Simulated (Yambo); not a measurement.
```xyz
3
Lattice="-1.9100 1.9100 3.1686 1.9100 -1.9100 3.1686 1.9100 1.9100 -3.1686" Properties=species:S:1:pos:R:3 pbc="T T T"
C      0.0000     0.0000     3.7995
C      0.0000     0.0000     2.5378
Ca     0.0000     0.0000     0.0000
```

CaC$_{2}$ (space group I4/mmm, No. 139) under isotropic strain (on all lattice vectors), counted from the cell relaxed with PBEsol, atoms relaxed at each step. PBEsol (Quantum ESPRESSO, PseudoDojo norm-conserving, 82 Ry, no spin-orbit coupling); G0W0 in Yambo (6×6×6 Γ-centred k mesh, 88 bands and a 8 Ry block in the screening, 88 bands in G with the Bruneval-Gonze terminator, plasmon pole fitted at 27.2 eV).

Unstrained, the direct gap at X is 2.15 eV in PBEsol and 4.09 eV in G0W0.

Problem. How fast does it move with strain?

Solution. Between -0.7 % and +1 % the direct gap at X has a volume deformation potential dE/dlnV of 3.5 eV in G0W0 and 2.2 eV in PBEsol. (G0W0: 4.018 eV at -0.7 %, 4.195 eV at +1 %; Δ ln V = 3 ln(1.01/0.993) = 0.0509.) Convergence of the GW settings isn't established. 

The structure is a Materials Project entry; no match was found in the copy of COD used, and its stability was not checked.
